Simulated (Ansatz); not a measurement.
Relaxed Ti2O3 (corundum):

```
CELL_PARAMETERS angstrom
      2.49574     1.44092     4.58833
     -2.49574     1.44092     4.58833
      0.00000    -2.88183     4.58833
ATOMIC_POSITIONS crystal
  Ti 0.84570 0.84570 0.84570
  Ti 0.15430 0.15430 0.15430
  Ti 0.65430 0.65430 0.65430
  Ti 0.34570 0.34570 0.34570
  O  0.06147 0.43853 0.75000
  O  0.93853 0.56147 0.25000
  O  0.75000 0.06147 0.43853
  O  0.25000 0.93853 0.56147
  O  0.43853 0.75000 0.06147
  O  0.56147 0.25000 0.93853
```

The atoms are displaced by Q × the pattern below (from a DFPT mode at Γ, largest move 1; Q in Å), at fixed cell. It is one choice among 2 degenerate patterns.

```csv
atom,x,y,z
Ti1,0.086,-0.139,0.000
Ti2,-0.086,0.139,0.000
Ti3,-0.086,-0.139,0.000
Ti4,0.086,0.139,0.000
O5,0.000,0.758,0.652
O6,0.000,-0.758,-0.652
O7,0.336,0.176,-0.326
O8,-0.336,-0.176,0.326
O9,-0.336,0.176,-0.326
O10,0.336,-0.176,0.326
```

These are LDA (plane waves to 420 eV, PAW, scalar-relativistic; Ansatz, a program for electronic structure) values and carry that method's errors. k mesh 11×11×11 (Γ-centred), Fermi-Dirac smearing 0.05 eV. E stands for the smeared free energy. With partly filled bands, energies and forces of such displacements shift with the k mesh and the smearing. Ti2O3 is run without spin polarisation and with no Hubbard U. Ti2O3 was relaxed with its symmetry unable to fall. The zero of ΔE is the undisplaced structure. The last digit holds for this mesh only.

```json
[
 {"Q (Å)": "-0.180", "ΔE (meV/cell)": "245.0"},
 {"Q (Å)": "-0.150", "ΔE (meV/cell)": "170.2"},
 {"Q (Å)": "-0.120", "ΔE (meV/cell)": "108.9"},
 {"Q (Å)": "-0.090", "ΔE (meV/cell)": "61.2"},
 {"Q (Å)": "-0.060", "ΔE (meV/cell)": "withheld"},
 {"Q (Å)": "-0.030", "ΔE (meV/cell)": "6.8"},
 {"Q (Å)": "0.000", "ΔE (meV/cell)": "0.0"},
 {"Q (Å)": "0.030", "ΔE (meV/cell)": "6.8"},
 {"Q (Å)": "0.060", "ΔE (meV/cell)": "withheld"},
 {"Q (Å)": "0.090", "ΔE (meV/cell)": "61.2"},
 {"Q (Å)": "0.120", "ΔE (meV/cell)": "108.9"},
 {"Q (Å)": "0.150", "ΔE (meV/cell)": "170.2"},
 {"Q (Å)": "0.180", "ΔE (meV/cell)": "245.0"}
]
```

Fit an even polynomial form (powers 2, 4) to the given rows and predict ΔE at Q = 0.060.

Least squares on the 11 given rows: ΔE = (7562)·Q² + (-1.243)·Q⁴, in meV/cell with Q in Å; root-mean-square residual 0.03 meV/cell. At 0.060 the fit gives 27.2 meV/cell; the calculation gives 27.2 meV/cell, the same to the digits shown. The quadratic term alone would give 27.2 meV/cell.

(A displaced cell: forces are minus the slopes of the energy, force constants its curvatures, and phonons follow from these.)
